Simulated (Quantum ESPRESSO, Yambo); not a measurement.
MgTiF$_{6}$ (space group R-3, No. 148). The geometry is that of Materials Project entry mp-1399447, symmetrised and not relaxed again. Chain: PBEsol (pw.x of Quantum ESPRESSO, ONCV potentials, scalar-relativistic); G0W0 in Yambo (2×2×2 Γ-centred k mesh, bands 3 to 163 and a 7 Ry block in the screening, 163 bands in G with the Bruneval-Gonze terminator, plasmon pole fitted at 27.2 eV); BSE (4×4×4 mesh, 18 valence and 7 conduction bands, static screening with 70 bands and a 3 Ry block, scissor 4.70 eV, Tamm-Dancoff).

```
Quantity                                                                  Result
-----------------------------------------------  -------------------------------
PBEsol gap (dense path)                                                  4.88 eV
PBEsol gap Γ → F on the GW mesh                                          4.88 eV
PBEsol smallest direct gap on the GW mesh, at Γ                          4.89 eV
G0W0 direct gap at that point                                            9.59 eV
G0W0 correction to the gap Γ → F                                         4.71 eV
direct gap on the BSE mesh, with the scissor                             9.59 eV
first BSE state allowed for light along x                                6.57 eV
lowest BSE state                                                         6.06 eV
binding of the lowest exciton                                            3.53 eV
RPA electronic dielectric constant along x       2.27 (4×4×4 mesh, PBEsol bands)
```

Rough cost of the Yambo steps against G0W0 for 8 states: BSE about 6×, one RPA spectrum about 1/4.

Nearest settings tried, and what they do to the gap: 109 bands in W, 109 bands in G: +26 meV; 6 Ry block (175 vectors against 223): +75 meV. Not varied: mesh. So the settings aren't converged at that level. The k mesh is coarse. The BSE states are vertical excitations (zero momentum). Convergence of the RPA response with its 4×4×4 mesh was not tested. Convergence of the binding with the mesh was not shown. Axes are Cartesian, with cell vectors (Å) (2.61, 1.51, 4.44), (-2.61, 1.51, 4.44), (0.00, -3.01, 4.44).

The structure is a Materials Project entry; no match was found in the copy of COD used, and its stability was not checked.
